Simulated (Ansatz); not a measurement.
Relaxed candidate structures of BeS:

A. I4/m (No. 87), tI16; a = b = 8.8746 Å, c = 3.4356 Å, α = β = γ = 90.00°; Be 8h (0.294, 0.134, 0.000); S 8h (0.100, 0.279, 0.000)

B. P4₂/mnm (No. 136), tP8, AFLOW prototype AB_tP8_136_g_f (as in BeO); a = b = 5.907 Å, c = 3.460 Å, α = β = γ = 90.00°; S 4g (0.191, 0.191, 0.500); Be 4f (0.331, 0.331, 0.000)

C. P6₃/mmc (No. 194), hP4, NiAs type; a = 3.3003 Å, b = 3.3003 Å, c = 5.2553 Å, α = 90.00°, β = 90.00°, γ = 120.00°; Be 2a (0.000, 0.000, 0.000); S 2c (0.333, 0.667, 0.250)

D. F-43m (No. 216), cF8, zinc blende type; a = b = c = 4.869 Å, α = β = γ = 90.00°; S 4c (0.250, 0.250, 0.250); Be 4a (0.000, 0.000, 0.000)

### Question
Rank these by energy per atom (lowest first), as r2SCAN (plane waves to 500 eV, PAW, scalar-relativistic; Ansatz, a program for electronic structure) gives it.

### Answer
D (reference, the lowest of the structures calculated here), B (+0.059 eV/atom), A (+0.157 eV/atom), C (+0.574 eV/atom)

### Question
Give each candidate's band gap.

### Answer
No candidate is metallic. A: 3.61 eV (no spin-orbit coupling); B: 3.73 eV (no spin-orbit coupling); C: 1.81 eV (no spin-orbit coupling); D: 3.59 eV (no spin-orbit coupling).

2 runs with a doubtful electronic state, a coarser numerical grid, an end not at rest or a source that can't be used are left out. 8 generated cells of layers, chains or molecules, poorly bound without dispersion, are left out. Each run could gain symmetry but not lose that of its start, so entries can be saddle points. From databases, or of a type measured for this composition: F-43m, cF8, zinc blende type; the others are generated cells (placed on structure types, drawn at random, substituted or restacked) that were not matched to a known phase here. Energies are at zero temperature and pressure, without zero-point motion. No spin polarisation in the result.
